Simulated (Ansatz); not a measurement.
SiC:
```xyz
2
Lattice="0.0000 2.1646 2.1646 2.1646 0.0000 2.1646 2.1646 2.1646 0.0000" Properties=species:S:1:pos:R:3 pbc="T T T"
C      3.2468     3.2468     3.2468
Si     0.0000     0.0000     0.0000
```

Cartesian axes are those of the cell as given.

Problem. Give the high-frequency dielectric tensor and the Born effective charge tensors of the independent atoms from DFPT, the program Ansatz at the LDA level (PAW).

Solution. 
ε∞:
```
6.93  0.00  0.00
0.00  6.93  0.00
0.00  0.00  6.93
```
Z* of atom 1 (C), rows: field, columns: displacement, in e:
```
-2.73   0.00   0.00
 0.00  -2.73   0.00
 0.00   0.00  -2.73
```
Z* of atom 2 (Si), rows: field, columns: displacement, in e:
```
2.73  0.00  0.00
0.00  2.73  0.00
0.00  0.00  2.73
```

Space group F-43m (zinc blende). The cell was relaxed with LDA under the symmetry of its start.

Potentials: the later of the program's two PAW sets.
